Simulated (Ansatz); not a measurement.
The cell below belongs to a search over invented structures; it isn't taken from experiment.

Input and command of a plane-wave DFT calculation in Ansatz:

```yaml
crystal:
  lattice:
    - [3.4089010742, -4.0393183242, 0.0]
    - [3.4089010742, 4.0393183242, 0.0]
    - [0.0, 0.0, 3.549233665]
  atoms:
    - { symbol: Ta, position: [0.8146387181, 0.1853612819, 0.5] }
    - { symbol: Ta, position: [0.2291090169, 0.2291090169, 0.0] }
    - { symbol: Ta, position: [0.7708909831, 0.7708909831, 0.0] }
    - { symbol: Ta, position: [0.1853612819, 0.8146387181, 0.5] }
    - { symbol: Ga, position: [0.5, 0.5, 0.5] }
basis:
  ecutwfc: 420
kpoints:
  mp_grid: { grid: [8, 8, 10] }
hamiltonian:
  xc: pbe
scf:
  occupations: { method: gaussian, width: 0.1 }
output:
  forces: true
  stress: true
  eigenvalues: true
  write_density: true
  write_potential: true
  elf: true
  volumetric_format: npy
relax:
  adjacent_minimum: "off"
  f_tol: 0.01
  max_steps: 80
  cell: { stress_tol: 0.05 }
```

```bash
ansatz run input.yaml --threads 1 --pin off --max-ram 2560MiB --backend cpu --events-out ev --progress --plain --runs-dir out
```

Processor: Intel(R) Xeon(R) 6975P-C (Granite Rapids), 1 thread, on a host shared with other jobs.

**Question.** Estimate time, memory and problem size.

**Answer.** About 61 s, peak memory 0.64 GiB. It solves 39 bands at 126 k points (after reduction by symmetry) with about 1905 plane waves (on the last cell), in 28 SCF iterations over 5 ionic steps.
